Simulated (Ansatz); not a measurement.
# W (Im-3m), comparing deformations

Computed with DFT PBEsol, scalar-relativistic, plane waves, PAW in Ansatz. Cutoff 420 eV, Γ-centred 26×26×26 k-points, Gaussian smearing of 0.15 eV. Spin–orbit coupling is left out, which can shift energies with elements as heavy as these. No spin polarisation. Energies are free energies at this smearing, counted from the undisturbed cell; pressure is positive in compression.

The undisturbed cell (relaxed at this level; with this scan's settings it stands at -0.1 GPa):

```
W
1.0
    -1.57718    1.57718    1.57718
     1.57718   -1.57718    1.57718
     1.57718    1.57718   -1.57718
W
1
Direct
  0.00000 0.00000 0.00000
```

The cell is strained by ε times a Voigt pattern (xx, yy, zz, yz, xz, xy; engineering shear) with fractional coordinates fixed. τ = (1/V0) dE/dε comes from the stress tensor. Of each scan, only the three points used here are listed.

| pattern | ε | τ (GPa) |
| --- | --- | --- |
| (0, 0, 0, 1, 0, 0) | -0.0050 | -0.76 |
| (0, 0, 0, 1, 0, 0) | 0.0000 | 0.00 |
| (0, 0, 0, 1, 0, 0) | 0.0025 | 0.38 |
| (0, 1, 0, 0, 0, 0) | -0.0250 | -14.71 |
| (0, 1, 0, 0, 0, 0) | 0.0000 | 0.11 |
| (0, 1, 0, 0, 0, 0) | 0.0250 | 12.60 |

**Question.** Which constants do the scans give, and which deformation costs least for the same size of strain tensor?

**Answer.** The slope dτ/dε at zero (parabola through three points) is pᵀCp: (0, 0, 0, 1, 0, 0) gives C44 = 152 GPa; (0, 1, 0, 0, 0, 0) gives C11 = 546 GPa. The size of the strain tensor, ε:ε, is ε² times 0.5, 1.0. Per unit of it the stiffnesses are 305, 546 GPa, so (0, 0, 0, 1, 0, 0) is the softest of these: at ε:ε = (1 %)² the quadratic term costs 1.49 meV/atom against 2.67 for the stiffest. These are clamped-ion values.

In a metal these slopes depend on the k mesh and the smearing.

Cost: 18 runs of about 2.6 core-minutes in all, on Intel Xeon 6975P-C (Granite Rapids) (shared hosts).